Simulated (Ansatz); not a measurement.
SnSe:
```
SnSe
1.0
    4.15971     0.00000     0.00000
    0.00000     4.54550     0.00000
    0.00000     0.00000    32.00000
Sn Se
2 2
Direct
  0.00000   0.98803   0.45427
  0.50000   0.48803   0.54573
  0.00000   0.89770   0.53755
  0.50000   0.39770   0.46245
```
Free-standing layer in the xy plane with vacuum along z and no interaction between images.

Relaxed with r²SCAN+D4.

Question: All from r²SCAN+D4 (plane waves, PAW; program Ansatz), unless another level is named. Give the HSE06 ionisation potential.

Answer: 4.80 eV.

Question: Predict the hole effective mass with spin–orbit coupling, in the valley off the standard path, at k = (-0.010, 0.391, 0.000).

Answer: 0.24 along x, 0.18 along y (mₑ).

Question: Predict the electron effective mass, in the valley on the Γ–X line, 82 % of the way from Γ.

Answer: 0.22 along x, 0.16 along y (mₑ).

Question: And the electron affinity (Kohn–Sham)?

Answer: 3.23 eV.

Space group Pmn2_1 (puckered). A layer that has been made, often on a substrate. Symmetry was held in the r²SCAN+D4 relaxation; whether a distortion lowers the energy is not shown. Scalar-relativistic: spin–orbit coupling is off unless named, which matters more the heavier the elements.

Potentials: the later of the program's two PAW sets.

Edges and masses are those of Kohn–Sham bands, whose gap is no quasiparticle gap.
